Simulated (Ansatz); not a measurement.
Here is the system:

SiMo:
```cif
data_MoSi
_chemical_formula_sum 'Si1 Mo1'
_space_group_name_H-M_alt 'P-6m2'
_space_group_IT_number 187
_space_group_name_Hall 'P -6 2'
_cell_length_a 3.09618
_cell_length_b 3.09618
_cell_length_c 3.50140
_cell_angle_alpha 90.000
_cell_angle_beta 90.000
_cell_angle_gamma 120.000
loop_
_atom_site_label
_atom_site_type_symbol
_atom_site_symmetry_multiplicity
_atom_site_Wyckoff_symbol
_atom_site_fract_x
_atom_site_fract_y
_atom_site_fract_z
_atom_site_occupancy
Si1 Si 1 a 0.00000 0.00000 0.00000 1
Mo1 Mo 1 d 0.33333 0.66667 0.50000 1
```

This is the PBEsol-relaxed structure.

All from DFT-PBEsol in the program Ansatz with PAW potentials, unless another level is named. Estimate the electronic character.

metallic (no gap).

Give the density of states at the Fermi level.

0.39 states/eV per atom (mean over ±0.08 eV).

Next, the formation energy from the elements (no fitted shifts)?

-0.35 eV/atom.

Predict the gap with spin–orbit coupling.

none (metallic).

The first step of the workflow began from a Materials Project structure, measured or hypothetical; the Crystallography Open Database copy checked does not list it. Whether it is the stable phase at ambient conditions was not checked. The PBEsol relaxation kept the symmetry of its start; whether a distortion lowers the energy is not shown. No spin polarisation was allowed. The references are the lowest solids computed at this level, not always the standard phases. Spin–orbit coupling is left out wherever it is not named.

Potentials: the later of the program's two PAW sets.
